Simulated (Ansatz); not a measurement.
The start is a relaxed ZrS2 cell, doubled along one cell vector, shaken by Gaussian noise of σ = 0.08 Å a coordinate. The cell and all atomic positions are relaxed at zero pressure with r2SCAN (plane waves to 500 eV, PAW, scalar-relativistic; Ansatz, a quantum-chemistry and plane-wave program). First-step values are on the input's coarse k-mesh.

Ansatz input (later rounds restart from its end on a renewed k-mesh):
Ansatz 0.2 input:
```yaml
crystal:
  lattice:
    - [3.6910380961, 0, 0]
    - [-3.6910380961, 6.3930655152, 0]
    - [0, 0, 6.0972501261]
  atoms:
    - { symbol: Zr, position: [-0.0767379081, 0.0013333823, -0.0101594213] }
    - { symbol: Zr, position: [0.0172287359, 0.5068427529, -0.0180658675] }
    - { symbol: S, position: [0.2325759981, 0.3029444591, 0.2510267081] }
    - { symbol: S, position: [0.3433355465, 0.831321844, 0.2412540681] }
    - { symbol: S, position: [0.682741355, 0.1769569347, 0.7766001172] }
    - { symbol: S, position: [0.6636295956, 0.6745889773, 0.774465121] }
basis: { ecutwfc: 500, ecutrho_ratio: 4, xc_grid: 4, fft_grid_basis: typed }
kpoints: { mp_grid: { grid: [7, 4, 4] } }
hamiltonian:
  xc: r2scan
  dispersion: none
  pseudopotentials: { kind: paw }
scf: { occupations: { method: fermi_dirac, width: 0.05 } }
relax: { f_tol: 0.01, max_steps: 100, cell: { stress_tol: 0.02 } }
output: { forces: true, stress: true }
```

Question: How large is the pressure on the unrelaxed cell, and of which sign?

Answer: +3.5 GPa (positive: the cell is compressed).

Question: Which atoms feel the largest initial force, and how large is it?

Answer: 2.72 eV/Å, on Zr1 (atoms numbered as listed).

Question: By how much does the energy per atom fall from start to end?

Answer: 0.13 eV/atom.

The end point of the relaxation:

Space group P-3m1 (No. 164); a = b = 3.6912 Å, c = 6.0985 Å, α = β = 90.00°, γ = 120.00°

| atom | site | symmetry | x | y | z |
|---|---|---|---|---|---|
| Zr | 1a | -3m. | 0.0000 | 0.0000 | 0.0000 |
| S | 2d | 3m. | 0.6667 | 0.3333 | 0.2355 |

Final values are on a 10×10×6 k-mesh of the relaxed cell. No spin polarisation in the result. Without a van der Waals term the distances between weakly bound units are poorly fixed.
